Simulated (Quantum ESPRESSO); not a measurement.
## SiAl2ZnN4 (finding a planted mistake in a log)

Computed values, not a measurement. The program is pw.x of Quantum ESPRESSO 7.5 (plane-wave density functional theory). The cell is made up: 8 atoms on a wurtzite lattice, with randomly drawn elements, strain and displacements, not relaxed. PseudoDojo standard norm-conserving files (v0.5 for PBE, v0.4.1 for LDA and PBEsol) set the functional; there is no spin polarisation, spin-orbit coupling or dispersion term, and the masses in the input are unused placeholders.

Intended input:

```
&control calculation='scf', pseudo_dir='./dojo.nc.sr.pbe.v0_5.standard.upf', outdir='./o', disk_io='medium', tprnfor=.true., tstress=.true. /
&system ibrav=0, nat=8, ntyp=4, nbnd=31, ecutwfc=84.00895049, nosym=.true., tot_charge=0,
 occupations='smearing', smearing='fd', degauss=0.0018374661
/
&electrons conv_thr=7.350e-09, electron_maxstep=60, /
ATOMIC_SPECIES
Al 1.0 Al.upf
N 1.0 N.upf
Si 1.0 Si.upf
Zn 1.0 Zn.upf
CELL_PARAMETERS angstrom
3.1421 -0.0183 0.0034
-0.0318 5.366 -0.0404
0.0055 -0.0381 5.0645
ATOMIC_POSITIONS angstrom
Si 0.0398 -0.0082 -0.0249
Al 1.5609 2.712 -0.09
Zn 1.5896 0.8855 2.4995
Al -0.0027 3.5147 2.5276
N 0.0383 -0.0096 1.8494
N 1.56 2.6399 1.871
N 1.5627 0.7927 4.4402
N 0.0025 3.5439 4.3932
K_POINTS automatic
6 4 4 1 1 1
```

The log is shortened where brackets say so; the opening notice, blank lines, dates and the lines on written files are dropped, and the path of the files is cut. It prints rydbergs, bohrs and kilobars, and counts compression as positive stress.

Log of the intended run:

```
     Program PWSCF v.7.5
     Parallel version (MPI & OpenMP), running on       1 processor cores
     Number of MPI processes:                 1
     Threads/MPI process:                     1
     [start-up lines left out]
     bravais-lattice index     =            0
     lattice parameter (alat)  =       5.9378  a.u.
     unit-cell volume          =     576.1874 (a.u.)^3
     number of atoms/cell      =            8
     number of atomic types    =            4
     number of electrons       =        50.00
     number of Kohn-Sham states=           31
     kinetic-energy cutoff     =      84.0090  Ry
     charge density cutoff     =     336.0358  Ry
     scf convergence threshold =      7.3E-09
     mixing beta               =       0.7000
     number of iterations used =            8  plain     mixing
     Exchange-correlation= PBE
                           (   1   4   3   4   0   0   0)
     [axes and pseudopotential details left out]
   Cartesian axes
     site n.     atom                  positions (alat units)
         1        Si     tau(   1) = (   0.0126665  -0.0026097  -0.0079245  )
         2        Al     tau(   2) = (   0.4967610   0.8631019  -0.0286428  )
         3        Zn     tau(   3) = (   0.5058948   0.2818129   0.7954731  )
         4        Al     tau(   4) = (  -0.0008593   1.1185635   0.8044160  )
         5        N      tau(   5) = (   0.0121891  -0.0030552   0.5885769  )
         6        N      tau(   6) = (   0.4964745   0.8401558   0.5954512  )
         7        N      tau(   7) = (   0.4973338   0.2522791   1.4131066  )
         8        N      tau(   8) = (   0.0007956   1.1278565   1.3981487  )
     number of k points=    48  Fermi-Dirac smearing, width (Ry)=  0.0018
                       cart. coord. in units 2pi/alat
        k(    1) = (   0.0836830   0.0742793   0.0780214), wk =   0.0416667
        k(    2) = (   0.0835219   0.0754462   0.2331372), wk =   0.0416667
     [further k points left out]
     Dense  grid:    59935 G-vectors     FFT dimensions: (  36,  60,  60)
     Estimated max dynamical RAM per process >      75.03 MB
     Initial potential from superposition of free atoms
     starting charge      49.9943, renormalised to      50.0000
     Starting wfcs are   38 randomized atomic wfcs
     total cpu time spent up to now is        6.7 secs
     per-process dynamical memory:    50.7 Mb
     Self-consistent Calculation
     iteration #  1     ecut=    84.01 Ry     beta= 0.70
     Davidson diagonalization with overlap
     ethr =  1.00E-02,  avg # of iterations =  3.1
     total cpu time spent up to now is       23.1 secs
     total energy              =    -518.31933693 Ry
     estimated scf accuracy    <       2.24872668 Ry
     iteration #  2     ecut=    84.01 Ry     beta= 0.70
     Davidson diagonalization with overlap
     ethr =  4.50E-03,  avg # of iterations =  3.3
     total cpu time spent up to now is       36.7 secs
     total energy              =    -518.93324989 Ry
     estimated scf accuracy    <       1.97915966 Ry
     [iterations 3 to 10 left out]
     iteration # 11     ecut=    84.01 Ry     beta= 0.70
     Davidson diagonalization with overlap
     ethr =  5.03E-10,  avg # of iterations =  2.5
     total cpu time spent up to now is      166.0 secs
     total energy              =    -519.30883452 Ry
     estimated scf accuracy    <       0.00000002 Ry
     iteration # 12     ecut=    84.01 Ry     beta= 0.70
     Davidson diagonalization with overlap
     ethr =  3.73E-11,  avg # of iterations =  3.4
     total cpu time spent up to now is      181.3 secs
     End of self-consistent calculation
     [lines on levels left out]
!    total energy              =    -519.30883453 Ry
     estimated scf accuracy    <          5.8E-09 Ry
     smearing contrib. (-TS)   =      -0.00000000 Ry
     internal energy E=F+TS    =    -519.30883453 Ry
     The total energy is F=E-TS. E is the sum of the following terms:
     one-electron contribution =    -421.95240230 Ry
     hartree contribution      =     235.72112780 Ry
     xc contribution           =     -77.42064800 Ry
     ewald contribution        =    -255.65691202 Ry
     convergence has been achieved in  12 iterations
     Forces acting on atoms (cartesian axes, Ry/au):
     atom    1 type  3   force =    -0.01690022   -0.00980723    0.10605284
     atom    2 type  1   force =     0.00211028   -0.03479209    0.08654111
     atom    3 type  4   force =     0.01362335   -0.03201540   -0.02236008
     atom    4 type  1   force =    -0.00174940    0.02547533   -0.11286459
     atom    5 type  2   force =    -0.01648695   -0.09249521   -0.12091482
     atom    6 type  2   force =     0.00317507    0.10998550   -0.03011519
     atom    7 type  2   force =     0.01901014   -0.03267314    0.07836278
     atom    8 type  2   force =    -0.00278227    0.06632224    0.01529794
     Total force =     0.290010     Total SCF correction =     0.000118
     Computing stress (Cartesian axis) and pressure
          total   stress  (Ry/bohr**3)                   (kbar)     P=       -9.08
  -0.00010911   0.00013275  -0.00001703          -16.05       19.53       -2.51
   0.00013275   0.00014114   0.00000022           19.53       20.76        0.03
  -0.00001703   0.00000022  -0.00021718           -2.51        0.03      -31.95
     init_run     :      6.24s CPU      6.64s WALL (       1 calls)
     electrons    :    162.30s CPU    174.55s WALL (       1 calls)
     forces       :      2.66s CPU      2.70s WALL (       1 calls)
     stress       :     10.44s CPU     10.50s WALL (       1 calls)
     [timing details left out]
     PWSCF        :   3m 1.82s CPU   3m14.74s WALL
     JOB DONE.
```

A second run was made from an input with one planted mistake. Its log:

```
     Program PWSCF v.7.5
     Parallel version (MPI & OpenMP), running on       1 processor cores
     Number of MPI processes:                 1
     Threads/MPI process:                     1
     [start-up lines left out]
     bravais-lattice index     =            0
     lattice parameter (alat)  =       5.9378  a.u.
     unit-cell volume          =     576.1874 (a.u.)^3
     number of atoms/cell      =            8
     number of atomic types    =            4
     number of electrons       =        50.00
     number of Kohn-Sham states=           31
     kinetic-energy cutoff     =      52.3310  Ry
     charge density cutoff     =     209.3241  Ry
     scf convergence threshold =      7.3E-09
     mixing beta               =       0.7000
     number of iterations used =            8  plain     mixing
     Exchange-correlation= PBE
                           (   1   4   3   4   0   0   0)
     [axes and pseudopotential details left out]
   Cartesian axes
     site n.     atom                  positions (alat units)
         1        Si     tau(   1) = (   0.0126665  -0.0026097  -0.0079245  )
         2        Al     tau(   2) = (   0.4967610   0.8631019  -0.0286428  )
         3        Zn     tau(   3) = (   0.5058948   0.2818129   0.7954731  )
         4        Al     tau(   4) = (  -0.0008593   1.1185635   0.8044160  )
         5        N      tau(   5) = (   0.0121891  -0.0030552   0.5885769  )
         6        N      tau(   6) = (   0.4964745   0.8401558   0.5954512  )
         7        N      tau(   7) = (   0.4973338   0.2522791   1.4131066  )
         8        N      tau(   8) = (   0.0007956   1.1278565   1.3981487  )
     number of k points=    48  Fermi-Dirac smearing, width (Ry)=  0.0018
                       cart. coord. in units 2pi/alat
        k(    1) = (   0.0836830   0.0742793   0.0780214), wk =   0.0416667
        k(    2) = (   0.0835219   0.0754462   0.2331372), wk =   0.0416667
     [further k points left out]
     Dense  grid:    29453 G-vectors     FFT dimensions: (  27,  48,  45)
     Estimated max dynamical RAM per process >      38.37 MB
     Check: negative core charge=   -0.000060
     Initial potential from superposition of free atoms
     starting charge      49.9943, renormalised to      50.0000
     Starting wfcs are   38 randomized atomic wfcs
     total cpu time spent up to now is        3.4 secs
     per-process dynamical memory:    28.9 Mb
     Self-consistent Calculation
     iteration #  1     ecut=    52.33 Ry     beta= 0.70
     Davidson diagonalization with overlap
     ethr =  1.00E-02,  avg # of iterations =  3.0
     total cpu time spent up to now is       11.7 secs
     total energy              =    -517.87950312 Ry
     estimated scf accuracy    <       2.23233408 Ry
     iteration #  2     ecut=    52.33 Ry     beta= 0.70
     Davidson diagonalization with overlap
     ethr =  4.46E-03,  avg # of iterations =  3.1
     total cpu time spent up to now is       22.4 secs
     total energy              =    -518.50709147 Ry
     estimated scf accuracy    <       1.88144340 Ry
     [iterations 3 to 10 left out]
     iteration # 11     ecut=    52.33 Ry     beta= 0.70
     Davidson diagonalization with overlap
     ethr =  5.48E-10,  avg # of iterations =  2.6
     total cpu time spent up to now is       98.5 secs
     total energy              =    -518.85931117 Ry
     estimated scf accuracy    <       0.00000001 Ry
     iteration # 12     ecut=    52.33 Ry     beta= 0.70
     Davidson diagonalization with overlap
     ethr =  2.21E-11,  avg # of iterations =  4.0
     total cpu time spent up to now is      105.5 secs
     End of self-consistent calculation
     [lines on levels left out]
!    total energy              =    -518.85931117 Ry
     estimated scf accuracy    <          5.9E-09 Ry
     smearing contrib. (-TS)   =      -0.00000000 Ry
     internal energy E=F+TS    =    -518.85931117 Ry
     The total energy is F=E-TS. E is the sum of the following terms:
     one-electron contribution =    -420.32394863 Ry
     hartree contribution      =     234.37514425 Ry
     xc contribution           =     -77.25359476 Ry
     ewald contribution        =    -255.65691203 Ry
     convergence has been achieved in  12 iterations
     Forces acting on atoms (cartesian axes, Ry/au):
     atom    1 type  3   force =    -0.01706508   -0.00989772    0.10627080
     atom    2 type  1   force =     0.00195066   -0.03461789    0.08658813
     atom    3 type  4   force =     0.01350512   -0.03028183   -0.02442845
     atom    4 type  1   force =    -0.00190060    0.02540677   -0.11286656
     atom    5 type  2   force =    -0.01568427   -0.09224111   -0.12027538
     atom    6 type  2   force =     0.00311475    0.10797717   -0.02894390
     atom    7 type  2   force =     0.01917927   -0.03237364    0.07836885
     atom    8 type  2   force =    -0.00309986    0.06602825    0.01528652
     Total force =     0.288711     Total SCF correction =     0.000078
     Computing stress (Cartesian axis) and pressure
          total   stress  (Ry/bohr**3)                   (kbar)     P=     -790.19
  -0.00542083   0.00012547  -0.00001713         -797.43       18.46       -2.52
   0.00012547  -0.00518132   0.00000291           18.46     -762.20        0.43
  -0.00001713   0.00000291  -0.00551257           -2.52        0.43     -810.93
     init_run     :      3.12s CPU      3.29s WALL (       1 calls)
     electrons    :     91.40s CPU    102.16s WALL (       1 calls)
     forces       :      1.32s CPU      1.33s WALL (       1 calls)
     stress       :      4.20s CPU      4.25s WALL (       1 calls)
     [timing details left out]
     PWSCF        :   1m40.20s CPU   1m51.36s WALL
     JOB DONE.
```

Question: what was wrong in the second input?

Answer: the plane-wave cutoff is too low. The input lines that differ, file-writing options aside:

```
- &system ibrav=0, nat=8, ntyp=4, nbnd=31, ecutwfc=84.00895049, nosym=.true., tot_charge=0,
+ &system ibrav=0, nat=8, ntyp=4, nbnd=31, ecutwfc=52.33103478, nosym=.true., tot_charge=0,
```

|  | intended run | run with the mistake |
| --- | --- | --- |
| free energy (eV) | -7065.557 | -7059.441 |
| smearing term -TS (eV) | 0.0000 | 0.0000 |
| pressure (GPa) | -0.91 | -79.02 |
| largest force component (eV/Å) | 3.109 | 3.092 |
| largest change of a force component (eV/Å) |  | 0.053 |
| iterations | 12 | 12 |

For scale, a rerun of the intended cell at 1437 eV and a 8 x 6 x 6 mesh moved values by no more than 0.002 eV in energy, 0.03 GPa in stress and 0.002 eV/Å in force.